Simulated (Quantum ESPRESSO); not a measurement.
Band energies of NaAlS$_{2}$O$_{8}$

```
NaAlS2O8
1.0
    3.97183    -2.53309     0.00000
    3.97183     2.53309     0.00000
   -0.38409     0.00000     7.29867
O Na Al S
8 1 1 2
Direct
  0.29884   0.29884   0.39318
  0.70116   0.70116   0.60682
  0.23078   0.71124   0.18792
  0.76922   0.28876   0.81208
  0.28876   0.76922   0.81208
  0.71124   0.23078   0.18792
  0.23023   0.23023   0.06034
  0.76977   0.76977   0.93966
  0.00000   0.00000   0.50000
  0.00000   0.00000   0.00000
  0.36268   0.36268   0.21130
  0.63732   0.63732   0.78870
```

LDA (pw.x of Quantum ESPRESSO, ONCV potentials, scalar-relativistic); path ΓYFLI,I1ZF1,YX1,XΓN,MΓ; energies in eV from the valence-band maximum.

| k (1/Å) | point | band 32 | band 33 | band 34 | band 35 | band 36 | band 37 | band 38 | band 39 |
|---|---|---|---|---|---|---|---|---|---|
| 0.00 | Γ | -1.03 | -0.83 | -0.78 | -0.24 | -0.15 | 5.40 | 7.19 | 7.34 |
| 0.57 |  | -0.91 | -0.83 | -0.72 | -0.48 | -0.12 | 6.62 | 6.98 | 7.62 |
| 1.14 | Y | -0.93 | -0.90 | -0.61 | -0.49 | 0.00 | 6.62 | 7.51 | 7.96 |
| 1.42 |  | -0.91 | -0.85 | -0.60 | -0.58 | -0.03 | 6.69 | 7.16 | 7.84 |
| 1.70 | F | -0.93 | -0.81 | -0.71 | -0.50 | -0.08 | 6.58 | 6.95 | 7.57 |
| 2.06 |  | -0.97 | -0.85 | -0.60 | -0.57 | -0.04 | 6.69 | 7.02 | 7.80 |
| 2.61 | L | -0.84 | -0.72 | -0.64 | -0.40 | -0.21 | 6.75 | 7.60 | 7.96 |
| 2.61 | I | -1.12 | -0.86 | -0.65 | -0.59 | -0.44 | 7.47 | 8.10 | 8.27 |
| 3.85 | I1 | -1.12 | -0.86 | -0.65 | -0.59 | -0.44 | 7.47 | 8.10 | 8.27 |
| 4.19 |  | -1.03 | -0.87 | -0.77 | -0.70 | -0.45 | 7.53 | 7.63 | 8.33 |
| 4.70 | Z | -1.00 | -0.98 | -0.67 | -0.30 | -0.03 | 6.21 | 6.47 | 7.69 |
| 4.88 |  | -0.97 | -0.96 | -0.67 | -0.36 | -0.06 | 6.31 | 6.57 | 7.69 |
| 5.39 |  | -0.83 | -0.74 | -0.65 | -0.40 | -0.21 | 6.75 | 7.59 | 7.82 |
| 5.90 | F1 | -0.93 | -0.81 | -0.71 | -0.50 | -0.08 | 6.58 | 6.95 | 7.57 |
| 5.90 | Y | -0.93 | -0.90 | -0.61 | -0.49 | 0.00 | 6.62 | 7.51 | 7.96 |
| 6.00 | X1 | -0.96 | -0.89 | -0.64 | -0.50 | -0.03 | 6.67 | 7.57 | 8.03 |
| 6.00 | X | -0.96 | -0.89 | -0.64 | -0.50 | -0.03 | 6.67 | 7.57 | 8.03 |
| 6.19 |  | -1.12 | -0.92 | -0.76 | -0.52 | -0.19 | 7.02 | 7.95 | 8.35 |
| 6.95 |  | -1.00 | -0.82 | -0.80 | -0.36 | -0.25 | 5.67 | 7.42 | 7.58 |
| 7.14 | Γ | -1.03 | -0.83 | -0.78 | -0.24 | -0.15 | 5.40 | 7.19 | 7.34 |
| 7.48 |  | -0.96 | -0.92 | -0.69 | -0.51 | -0.23 | 6.12 | 7.44 | 7.79 |
| 7.98 | N | -1.08 | -0.92 | -0.81 | -0.55 | -0.46 | 7.76 | 8.02 | 8.35 |
| 7.98 | M | -1.01 | -0.94 | -0.85 | -0.56 | -0.47 | 7.45 | 7.87 | 8.24 |
| 8.72 | Γ | -1.03 | -0.83 | -0.78 | -0.24 | -0.15 | 5.40 | 7.19 | 7.34 |

The LDA gap is indirect, 5.40 eV, from Y to Γ; the smallest direct gap is 5.55 eV.

Geometry of the Materials Project entry, not relaxed at this level.

The structure is a Materials Project entry; no match was found in the copy of COD used, and its stability was not checked.
